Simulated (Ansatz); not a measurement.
A distorted cell of TiO2 (anatase):

```xyz
6
Lattice="-1.8849 1.8849 4.7777 1.8849 -1.8849 4.7777 1.8849 1.8849 -4.7777" Properties=species:S:1:pos:R:3 pbc="T T T"
Ti     0.0000     0.0000     4.7777
Ti     1.8849     0.0000     2.3889
O      0.0000     0.0000     2.7953
O      1.8849     0.0000     0.4064
O      1.8849     0.0000     4.3713
O     -0.0439    -0.0439     6.7163
```

All values below come from PBEsol (plane waves to 420 eV, PAW, scalar-relativistic; Ansatz, a quantum-chemistry and plane-wave program). k mesh 10×10×10 (Γ-centred), Fermi-Dirac smearing 0.05 eV. E stands for the smeared free energy. Stress and pressure are positive under compression. The PAW data are Ansatz's earlier set. TiO2 is run without spin polarisation. TiO2 was relaxed with its symmetry unable to fall.

**Question.** Predict the force on every atom, in eV/Å.

**Answer.** 
```
atom      Fx      Fy      Fz
----  ------  ------  ------
Ti1   -0.014  -0.019  -0.136
Ti2   -0.014  -0.126  -0.088
O3    -0.139  -0.137  -0.152
O4     0.060  -0.347  -0.106
O5    -0.028  -0.023  -0.121
O6     0.136   0.651   0.604
```

**Question.** Give the stress tensor in GPa and the pressure.

**Answer.** 
```
   0.00    -0.01    -0.20
  -0.01     0.24     0.85
  -0.20     0.85     2.17
```
The pressure, a third of the trace, is 0.80 GPa.

**Question.** In it atom 6 sits (-0.044, -0.044, -0.044) Å away from its relaxed site. What is its energy relative to the relaxed cell?

**Answer.** 30.2 meV/cell.

(For displaced atoms, the force is minus the slope of the energy, and its curvature is a force constant, which sets phonon frequencies.)
